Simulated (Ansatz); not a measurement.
Does relaxation matter for the field gradients of PbSe with Cl replacing Se?

Start: a supercell of PbSe (rock salt type, Fm-3m) built from an entry of the Crystallography Open Database (COD), with all atoms left at the host's positions.

Space group Fm-3m (No. 225); a = 18.3639 Å.

```csv
site,Wyckoff,site symmetry,x,y,z
Pb1,32f,.3m,0.3333,0.8333,0.8333
Pb2,24e,4m.m,0.5000,0.0000,0.8333
Pb6,48h,m.m2,0.8333,0.1667,0.0000
Pb27,4a,m-3m,0.0000,0.5000,0.5000
Cl,4b,m-3m,0.5000,0.0000,0.0000
Se29,48i,m.m2,0.6667,0.1667,0.0000
Se32,32f,.3m,0.8333,0.1667,0.1667
Se42,24e,4m.m,0.0000,0.5000,0.3333
```

One atom of each set is listed; the run and its k-mesh use a cell of 54 atoms with edges of 12.99, 12.99, 12.99 Å.

The numbers come from a DFT calculation in Ansatz (PBE, plane waves and PAW, scalar-relativistic, 420 eV cutoff, Γ-centred 2×2×2 k-points, Fermi–Dirac smearing 0.01 eV, cell charge +1).

The largest force at the start is 0.51 eV/Å. Relaxing the ions at fixed cell moves them by 0.106 Å at most (atom 5, Pb) and 0.040 Å rms.

```tsv
site	moved (Å)	first shell before	first shell after	V_zz before (10²¹ V/m²)	η before
Pb1	0.011	6 Se at 3.06 Å	6 Se at 3.06–3.07 Å	0.019	0.00
Pb2	0.106	5 Se at 3.06 Å, 1 Cl at 3.06 Å	5 Se at 2.96–3.05 Å, 1 Cl at 3.17 Å	17.11	0.00
Pb6	0.032	6 Se at 3.06 Å	6 Se at 3.05–3.08 Å	-1.82	0.11
Cl	0.000	6 Pb at 3.06 Å	6 Pb at 3.17 Å	0.00	–
Se29	0.017	6 Pb at 3.06 Å	6 Pb at 3.05–3.07 Å	-1.03	0.38
Se32	0.010	6 Pb at 3.06 Å	6 Pb at 3.06 Å	0.077	0.00
Se42	0.003	6 Pb at 3.06 Å	6 Pb at 2.96–3.08 Å	2.70	0.00
```

(1) What are V_zz and η after the relaxation?

Results:

(1) 

```
site  V_zz after  η after  change of V_zz
 Pb1       0.033     0.00           +0.01
 Pb2        9.95     0.00           -7.16
 Pb6       -1.55     0.18           +0.27
  Cl        0.00        –            0.00
Se29        1.33     0.37               –
Se32       -0.38     0.00           -0.45
Se42        3.59     0.00           +0.89
```

The largest change of V_zz along a kept axis is on Pb2, from 17.11 to 9.95. In per cent, |V_zz| changes by -42 to -15 on Pb, +33 on Se (all sites that start above 0.5, bar those whose gradient vanishes or changes sign or whose main axis turns by over 40°). On Pb6 V_xx and V_yy change places (or their axes turn by over 50°), so the two values of η hide a larger change. V_zz changes sign on Se32 (same axis). On Se29 the largest principal value lies along another axis in the second run, so the two V_zz can't be compared directly. Other sites without a gradient aren't listed.

The defect repeats with the cell of 54 atoms, so it feels its images: sites between two images don't show the values beside a lone defect, and zeros or small values of η there can come from the images' arrangement. A uniform background compensates the cell's charge. Spin–orbit coupling is left out, which shifts gradients on Pb by a few per cent in wide-gap crystals, and can shift them far more where the calculated gap is small or absent, as here. With a gap of 0.3 eV on this mesh, small gradients can still move by 0.1 × 10²¹ V/m² or more as the k-mesh gets denser.
Before: The neighbours have not yet relaxed around the defect (largest force 0.51 eV/Å), so a real crystal will differ.
After: The relaxation keeps the site symmetry m-3m of the start, so the impurity can't leave its site; a start off the site could end lower.
